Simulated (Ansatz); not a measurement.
SiO$_{2}$ in space group R32 (No. 155; Si on 9e, O on 9e, O on 9d), DFT-r²SCAN in the program Ansatz with PAW potentials, all energies at zero smearing, with the estimated change up to a 700 eV cutoff added, with one set of potentials and settings (totals compare only within such a set). Cell of 9 atoms (3 Si, 6 O): -5339.979 eV.

```csv
element,reference phase,E (eV/atom)
Si,"Fd-3m, 2 atoms in the cell",-639.0665
O,"C2/m, 4 atoms in the cell, spin-polarised",-566.0346
```

Formation energy per atom, worked out: (-5339.979 − 3×(-639.0665) − 6×(-566.0346))/9 = -2.952 eV/atom (-285 kJ per mol of atoms), at 0 K, without zero-point energy or fitted corrections.

The first step of the workflow began from a Materials Project structure, measured or hypothetical; the Crystallography Open Database copy checked does not list it. It is not the phase usual at ambient conditions (space group No. 92, 152, 154). Symmetry was held in the r²SCAN relaxation; phonons show weakly imaginary modes. The references are the lowest solids computed at this level, not always the standard phases (solids in place of the gases).

Potentials: the earlier of the program's two PAW sets.
